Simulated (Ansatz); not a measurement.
Here is the system:

CdTe:
Space group F-43m (No. 216); a = 6.5587 Å, b = 6.5587 Å, c = 6.5587 Å, α = 90.00°, β = 90.00°, γ = 90.00°

```tsv
atom	site	symmetry	x	y	z
Cd	4a	-43m	0.0000	0.0000	0.0000
Te	4c	-43m	0.2500	0.2500	0.2500
```
(The calculation used a cell of 2 atoms; values per cell refer to that cell.)

This is the r²SCAN-relaxed structure.

Problem. All from r²SCAN (plane waves, PAW; program Ansatz), unless another level is named. Give the band gap.

Solution. 1.16 eV (direct).

Problem. What about the gap with spin–orbit coupling?

Solution. 0.90 eV.

Problem. Predict the HSE06 gap on the r²SCAN cell.

Solution. 1.51 eV.

The cell was relaxed with r²SCAN under the symmetry of its start; of distortions, only those at the zone centre were tested. Spin–orbit coupling is left out wherever it is not named.

Potentials: the earlier of the program's two PAW sets.
